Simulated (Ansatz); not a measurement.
**Re: stationary points along a deformation path**

These are results of Ansatz, DFT r2SCAN, scalar-relativistic, plane waves, PAW, not measurements. Settings: plane waves to 500 eV, k-mesh 22×22×22 (Γ-centred), Gaussian smearing 0.15 eV. Spin–orbit coupling is left out, which can shift energies with elements as heavy as these. No spin polarisation. Energies are free energies at this smearing, counted from the undisturbed cell; pressure is positive in compression.

Reference structure (as given, not relaxed at this level; it stands at -15.4 GPa; this fcc form isn't the usual structure):

```yaml
crystal:
  lattice:
    - [0.00000, 1.97500, 1.97500]
    - [1.97500, 0.00000, 1.97500]
    - [1.97500, 1.97500, 0.00000]
  atoms:
    - { symbol: Re, position: [0.00000, 0.00000, 0.00000] }
```

At fixed volume and fractional coordinates, lengths along (0.577, 0.577, 0.577) are scaled against those across it; ρ is that ratio over its starting value. V = 15.407 Å³/atom. Δσ is the stress along the axis less the mean stress across it (compression positive).

```
    ρ  ΔE (meV/atom)  Δσ (GPa) space group
0.500         1465.3      0.00        Pm-3m
0.600         1303.3     33.66         R-3m
0.710          797.4     53.93         R-3m
0.850          278.5     39.06         R-3m
0.930           64.6     26.89         R-3m
1.000            0.0      0.00        Fm-3m
1.080           76.6    -31.22         R-3m
1.200          414.0    -66.35         R-3m
1.410         1385.8   -121.95         R-3m
1.700         3284.2   -199.26         R-3m
2.000         5671.4   -272.09         R-3m
```

Task: How does the stress give the slope of the energy, and where is the energy stationary?

Result: Along the path d ln(length) is 2/3 d ln ρ on the axis and −1/3 d ln ρ across it, so dE/d ln ρ = −(2/3) V Δσ: the energy falls with ρ where Δσ is positive. Δσ vanishes or changes sign at ρ = 0.500 (Pm-3m, an end of the scan), at 1465.3 meV/atom; at ρ = 1.000 (Fm-3m), a minimum at 0.0 meV/atom. Pairs of stationary points between two samples would go unseen, and could change a minimum read from distant neighbours into a maximum. At ρ = 0.500, 1.000 the cell is cubic, where symmetry alone makes the stress isotropic and the slope zero.

Task: Which shear constant sets the curvature at ρ = 1?

Result: For a cubic crystal E/V = (2/3) C (ln ρ)² with C = C44, so Δσ = −2C ln ρ. The parabola of Δσ against ln ρ through ρ = 0.930, 1 and 1.080 gives C ≈ 194 GPa with the ions clamped, rough because the steps are large. It is the stress–strain coefficient at this cell's pressure of -15.4 GPa, not the zero-pressure constant.

In a metal these slopes depend on the k mesh and the smearing.